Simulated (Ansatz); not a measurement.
Mg$_{2}$Si (fluorite or antifluorite type, space group No. 225), the program Ansatz at the PBEsol level (PAW). The conduction-band minimum lies at X, with 3 equivalent valleys. Second derivatives d²E/dk² of the lowest band at one valley (eV·Å²), along Cartesian directions:

```csv
direction,d²E/dk²
[100],13.20
[010],41.31
[001],41.31
[110],27.26
[101],27.26
[011],40.77
```

Task: Find the principal effective masses, the density-of-states mass and the conductivity mass.

Result: Off-diagonal terms follow from H_xy = H[110] − (H_xx + H_yy)/2, and m*/mₑ = 7.620 eV·Å² over each eigenvalue: 0.18, 0.19, 0.58. One valley's DOS mass (m₁m₂m₃)^(1/3) = 0.27, conductivity mass 3/(Σ 1/mᵢ) = 0.24 mₑ.

Task: What effective density of states Nc follows at 300 K for parabolic valleys?

Result: Nc = 2.509e19 × 3 × (0.27)^(3/2) ≈ 1.1e19 cm⁻³.

Space group Fm-3m (fluorite or antifluorite type). Symmetry was held in the PBEsol relaxation.

Potentials: the later of the program's two PAW sets.

Edges and masses are those of Kohn–Sham bands, whose gap is no quasiparticle gap.
